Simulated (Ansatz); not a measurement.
Is this AlGa5P6 structure a true minimum?

The structure comes from a generated guess, relaxed at this level; another structure or a mixture of phases may lie lower.

Method: Ansatz 0.2.0, DFT PBE, scalar-relativistic, plane waves, PAW. Plane waves to 420 eV, a k mesh through Γ of 6×6×4 on the computed 12-atom cell and Gaussian smearing (0.02 eV); no spin polarisation.

The cell below (12 atoms, space group P31m (No. 157)) is relaxed within its symmetry.

```
Al Ga P
1.0
     6.72562    0.00000    0.00000
    -3.36281    5.82456    0.00000
     0.00000    0.00000    6.39393
Al Ga P
1 5 6
Direct
  0.00000 0.00000 0.49922
  0.33333 0.66667 0.49996
  0.66667 0.33333 0.49996
  0.00000 0.66664 0.00014
  0.66664 0.00000 0.00014
  0.33336 0.33336 0.00014
  0.33333 0.66667 0.87426
  0.00000 0.00000 0.87301
  0.66667 0.33333 0.87426
  0.00000 0.66697 0.37430
  0.66697 0.00000 0.37430
  0.33303 0.33303 0.37430
```

For the test it was strained at random (σ = 1.5 % a component), the atoms were moved at random (σ = 0.15 Å), and all was relaxed again on a coarse 2×3×3 mesh (in the run’s order of axes) with 0.10 eV smearing, with no symmetry imposed.

**Question.** Is the structure stable against such a distortion?

**Answer.** It returns, within 1 meV/atom of the unmoved cell on that mesh and with the same symmetry when read at 0.1 Å. So it is stable against the distortions that fit this cell and that this random move excites. Modes that don't fit the cell aren't tested.
